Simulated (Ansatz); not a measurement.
Nb:
```
CELL_PARAMETERS angstrom
     -1.63502     1.63502     1.63502
      1.63502    -1.63502     1.63502
      1.63502     1.63502    -1.63502
ATOMIC_POSITIONS crystal
  Nb 0.00000 0.00000 0.00000
```

Relaxed with PBEsol in the plane-wave PAW code Ansatz. Indices refer to the conventional cell of Im-3m, a = b = c = 3.270 Å, α = β = γ = 90.00°.

Q: Simulate the powder diffraction pattern (Cu Kα, λ = 1.54184 Å; lines above 1 %) up to 2θ = 90°.

A: Simulated powder pattern, Cu Kα, λ = 1.54184 Å (kinematic, ideal powder, no thermal factors, no anomalous dispersion; the 30 strongest lines at most, above 1 %, up to 2θ = 90°):

| 2θ (°) | d (Å) | I/Imax (%) | hkl |
|---|---|---|---|
| 38.95 | 2.312 | 100 | (110) |
| 56.26 | 1.635 | 17 | (200) |
| 70.55 | 1.335 | 33 | (211) |
| 83.64 | 1.156 | 11 | (220) |

The PBEsol relaxation kept the symmetry of its start. The run is not spin-polarised.

Potentials: the earlier of the program's two PAW sets.
